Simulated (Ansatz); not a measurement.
**Notes on Sr2YTlO6**

```yaml
crystal:
  lattice:
    - [0.00000, 5.93798, 0.00000]
    - [5.93798, 0.00000, 0.00000]
    - [2.96899, 2.96899, -4.22420]
  atoms:
    - { symbol: O, position: [0.24260, 0.24260, 0.51480] }
    - { symbol: O, position: [0.75740, 0.75740, 0.48520] }
    - { symbol: Tl, position: [0.50000, 0.50000, 0.00000] }
    - { symbol: Y, position: [0.00000, 0.00000, 0.00000] }
    - { symbol: Sr, position: [0.75000, 0.25000, 0.50000] }
    - { symbol: Sr, position: [0.25000, 0.75000, 0.50000] }
    - { symbol: O, position: [0.21870, 0.26890, 0.00000] }
    - { symbol: O, position: [0.26890, 0.78130, 0.00000] }
    - { symbol: O, position: [0.78130, 0.73110, 0.00000] }
    - { symbol: O, position: [0.73110, 0.21870, 0.00000] }
```

The numbers come from plane-wave PAW DFT (Ansatz): r2SCAN, no spin polarisation, 500 eV, 6×6×6 Γ-centred k points, fermi-dirac occupations (width 0.1 eV). Nothing was relaxed.

Problem. Which element gives electrons and which takes them?

Solution. Bader charges in e: Sr +1.67, Y +2.15, Tl +1.68, O -1.19. In the mean Y gives up most and O takes most.

Problem. What happens at the Fermi level?

Solution. It is a metal, with about 4.2 states/eV a cell as the mean within 0.25 eV of the Fermi level, mostly O p (88 %).

Problem. Is the cell too large or too small?

Solution. The pressure is 4.9 GPa (compression positive), so with the atoms held at these fractions the cell would first expand; the forces are large, so a full relaxation may end otherwise.

Problem. What do density and ELF say about some of the short contacts?

Solution. O–Y at 2.05 Å: least valence density 0.67 e/Å³ and ELF 0.19 there. Tl–O at 2.16 Å: least valence density 0.61 e/Å³ and ELF 0.23 there. Sr–O at 2.83 Å: least valence density 0.12 e/Å³ and ELF 0.05 there. Both are smooth PAW fields, read partly inside the augmentation spheres.

Problem. Where is the largest force?

Solution. The largest is on O1 (and as large on other atoms): 2.46 eV/Å, components (0.00, 0.00, 2.46). It makes 180° with the line to a nearest neighbour, Y4 at 2.05 Å, pointing away from it.

Origin: a known structure type with other elements, at an estimated volume, so it need not be a known compound. Caveats: many states at the Fermi level without spin polarisation, so a magnetic state may lie lower; atoms or cell far from equilibrium.
